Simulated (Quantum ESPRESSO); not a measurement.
## Calculated data, Ge6BP (made-up cell)

All values are calculated (Quantum ESPRESSO 7.5). Calculation on a made-up crystal cell, not a measurement: periodic Kohn-Sham density functional theory in plane waves with PseudoDojo standard norm-conserving scalar-relativistic pseudopotentials, each functional with its own files (v0.5 for PBE, v0.4.1 for LDA and PBEsol), no spin polarisation, no spin-orbit coupling, atoms not relaxed, stress positive in tension, energies less a fixed whole-eV offset for each atom's element; levels are Kohn-Sham levels at fractions of this cell's reciprocal vectors, counted from the reference band (half the neutral cell's valence electrons, rounded up) at Gamma; error bars cover cutoff and k-mesh only, not smearing or the files; added strain carries the atoms with the cell, and shear is the tensor component; each bar is the largest change over components, and at least 0.002 eV, 0.002 eV per angstrom or 0.02 GPa; energies are for the whole cell, and the offsets were chosen from early runs and are not element reference energies.

### Ge6BP (made-up cell)

Unstrained structure:
```
cell vectors (Å)
   5.6637     0.0337    -0.0308
   0.0337     5.7622    -0.0297
  -0.0308    -0.0297     5.6379
atoms (fractions of the cell vectors)
P   0.02730 -0.00013  0.02610
Ge  0.00760  0.49701  0.50258
B   0.49993 -0.01511  0.48833
Ge  0.45249  0.49321 -0.00341
Ge  0.21737  0.27837  0.22997
Ge  0.24235  0.74094  0.76867
Ge  0.74871  0.23265  0.75375
Ge  0.75304  0.77355  0.27428
```

- lattice type: zincblende/diamond
- functional: pbe
- cutoff: 1061 eV
- fermi dirac smearing: 0.1 eV
- scf tolerance: 1e-07 eV
- electrons removed: 0
- added strain kind: zz
- added strain: -0.0021
- k mesh: 6 x 6 x 6, shifted by half a step
- structure shown: before the added strain of -0.0021
- free energy less offsets: 0.1102 eV
- smearing term minus ts: -0.03679 eV
- scf iterations: 11
- pressure: -1.575 GPa
- stress xx: 2.29 GPa
- stress yy: 1.607 GPa
- stress zz: 0.8276 GPa
- stress yz: 0.2657 GPa
- stress xz: -0.223 GPa
- stress xy: 0.3358 GPa
- fermi level: -0.05933 eV
- reference band: 46
- error bar energy: 0.00321 eV
- error bar stress: 0.03378 GPa
- error bar force: 0.005339 eV/Å
- error bar next band up: 0.002 eV
- error bar fermi level: 0.007577 eV
- error bars from: tighter rerun of a related cell

Atoms:
```csv
atoms element,atom site,atom energy offset (eV)
P,1,-189
Ge,2,-2430
B,3,-79
Ge,4,-2430
Ge,5,-2430
Ge,6,-2430
Ge,7,-2430
Ge,8,-2430
```

Forces:
```csv
site,x (eV/Å),y (eV/Å),z (eV/Å)
1,-2.039,-0.5858,-0.9805
2,-1.78,0.4649,1.14
3,0.2045,0.5448,0.6751
4,3.838,-0.03177,0.3703
5,1.962,-2.277,2.139
6,0.7233,2.577,-2.619
7,-1.228,-0.7888,-0.9919
8,-1.68,0.09687,0.2676
```

Levels:
```csv
level k point,next band up (eV)
Gamma,0.1204
"(1/2,1/2,1/2)",-0.03
"(0.15,0,0)",0.128
"(0,0.15,0)",0.1919
"(0,0,0.15)",0.1776
```
